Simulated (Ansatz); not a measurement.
P2O3: checking a database structure before trusting its electric field gradients

The cell is an entry of the Crystallography Open Database (COD), taken as it stands.

Space group P2_1/m (No. 11); a = 6.4300, b = 7.8870, c = 6.8120 Å, β = 106.01°.

```
site  Wyckoff  site symmetry       x       y       z
  P1       2e              m  0.7413  0.2500  0.4892
  P3       2e              m  0.3524  0.2500  0.6415
  P5       4f              1  0.7435  0.4372  0.8645
  O9       2e              m  0.8116  0.2500  0.9708
 O11       4f              1  0.4788  0.4103  0.7803
 O15       4f              1  0.8077  0.4105  0.6499
 O19       2e              m  0.4775  0.2500  0.4597
```

One atom of each set is listed.

The numbers come from a DFT calculation in Ansatz (PBE, plane waves and PAW, scalar-relativistic, 420 eV cutoff, Γ-centred 4×3×4 k-points, Fermi–Dirac smearing 0.01 eV).

Task: Do the atoms and the cell lie near the calculated equilibrium?

Result: Not quite. The largest force is 0.73 eV/Å, on atom 15 (O: 2 P at 1.64–1.65 Å, angle 127°), and the pressure is 4.3 GPa. Relaxing the atoms is still advisable, since electric field gradients respond to shifts of a few hundredths of an ångström.
